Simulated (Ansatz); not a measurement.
Consider the following.

YAl2Si2:
```yaml
crystal:
  lattice:
    - [4.17680, 0.00000, 0.00000]
    - [-2.08840, 3.61721, 0.00000]
    - [0.00000, 0.00000, 6.49166]
  atoms:
    - { symbol: Si, position: [0.33333, 0.66667, 0.25752] }
    - { symbol: Si, position: [0.66667, 0.33333, 0.74248] }
    - { symbol: Al, position: [0.33333, 0.66667, 0.64532] }
    - { symbol: Al, position: [0.66667, 0.33333, 0.35468] }
    - { symbol: Y, position: [0.00000, 0.00000, 0.00000] }
```

This is the PBEsol-relaxed structure.

All from DFT-PBEsol in the program Ansatz with PAW potentials, unless another level is named. Predict the electronic character.

metallic (no gap).

What about the formation energy from the elements (no fitted shifts)?

-39 kJ/mol of atoms.

Next, the density of states at the Fermi level?

0.34 states/eV per atom (mean over ±0.08 eV).

Next, the gap with spin–orbit coupling?

none (metallic).

Space group P-3m1. The workflow started from an entry of the Crystallography Open Database (COD). Its standing as an ambient phase is unchecked. The PBEsol relaxation kept the symmetry of its start; whether a distortion lowers the energy is not shown. The run is not spin-polarised. The references are the lowest solids computed at this level, not always the standard phases. Spin–orbit coupling is left out wherever it is not named.

Potentials: the later of the program's two PAW sets.
